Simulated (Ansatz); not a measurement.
ZnS (zinc blende), conventional cell a = 5.357 Å, b = 5.357 Å, c = 5.357 Å, α = 90.00°, β = 90.00°, γ = 90.00°. The calculation uses the primitive cell of 2 atoms, to which meshes and values per cell refer.

The volume is varied about the relaxed value V₀ at fixed cell shape. Symmetry pins the atoms to their sites.

Level of theory: PBEsol (plane waves to 420 eV, PAW, scalar-relativistic; Ansatz, a program for electronic structure). k mesh 11×11×11 (Γ-centred), Fermi-Dirac smearing 0.05 eV. Energies are smeared free energies. The PAW data are Ansatz's earlier set. ZnS was relaxed with its symmetry unable to fall. The zero of ΔE is the relaxed starting cell.

```tsv
V (Å³/atom)	ΔE (meV/atom)
18.063	19.0
18.293	11.9
18.524	6.5
18.755	2.8
18.985	0.7
19.216	0.0
19.446	0.7
19.677	2.6
19.907	5.8
20.138	10.1
20.369	15.4
```

**Question.** What bulk modulus B₀ follows from a third-order Birch-Murnaghan fit?

**Answer.** 78.9 GPa.

**Question.** What is the fitted pressure derivative B₀′?

**Answer.** 4.4.

(A scan under strain: stresses follow from slopes of the energy per volume, elastic moduli from its curvatures.)
